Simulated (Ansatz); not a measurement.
Sr (fcc)

Level of theory: DFT, LDA, scalar-relativistic, no spin polarisation; plane waves to 420 eV with PAW datasets (Ansatz 0.2.0), Γ-centred 12×12×12 mesh, 0.05 eV Gaussian smearing. The datasets are Ansatz's generated set soft_2.

```
Sr
1.0
     0.00000    2.89726    2.89726
     2.89726    0.00000    2.89726
     2.89726    2.89726    0.00000
Sr
1
Direct
  0.00000 0.00000 0.00000
```

Path: Γ–X–U | K–Γ–L–W–X, with Γ = (0.000, 0.000, 0.000), X = (0.500, 0.000, 0.500), U = (0.625, 0.250, 0.625), K = (0.375, 0.375, 0.750), L = (0.500, 0.500, 0.500), W = (0.500, 0.250, 0.750) in reciprocal vectors of the calculation's cell.

**Question.** Is it a metal or an insulator, and if it has a gap, where are the band edges on this path?

**Answer.** A semimetal or zero-gap crystal: the filled and empty bands only touch or barely overlap.

Levels between -6 and 2 eV from the Fermi level at the path's named points:
| point | below E_F (eV) | above E_F (eV) |
| --- | --- | --- |
| Γ | -3.87 |  |
| X | -0.82 | 0.17 1.36 |
| U and K | -0.21 | 0.17 1.00 |
| L | -1.26 | 0.28 |
| W | -0.03 | 0.67 0.67 |
